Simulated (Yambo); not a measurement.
ZnSO$_{4}$ (space group F-43m, No. 216), G0W0@PBEsol in Yambo with this input:

```
rim_cut
gw0
dyson
el_el_corr
HF_and_locXC
ppa
em1d
RandQpts= 1000000
RandGvec= 1 Ry
EXXRLvcs= 84 Ry
VXCRLvcs= 336 Ry
Chimod= "HARTREE"
% BndsRnXp
 5 | 171 |
%
NGsBlkXp= 7 Ry
% LongDrXp
 1.0 | 1.0 | 1.0 |
%
PPAPntXp= 27.2114 eV
% GbndRnge
 1 | 171 |
%
GTermKind= "BG"
DysSolver= "n"
ExtendOut
```

On a 2×2×2 mesh, with wavefunctions cut at 84 Ry, the gap (L → Γ) is 8.032 eV and the valence edge shifts by -1.797 eV.

Question: What happens with this change: 2 Ry block?

Answer: The gap rises by 0.328 eV, to 8.360 eV; the shift of the valence edge becomes -2.094 eV. Neither run is shown to be the converged limit.

Geometry of the Materials Project entry, not relaxed at this level; primitive cell a = b = c = 5.4770 Å, α = β = γ = 60.00°.

A shift is the quasiparticle energy of the state minus its PBEsol energy.
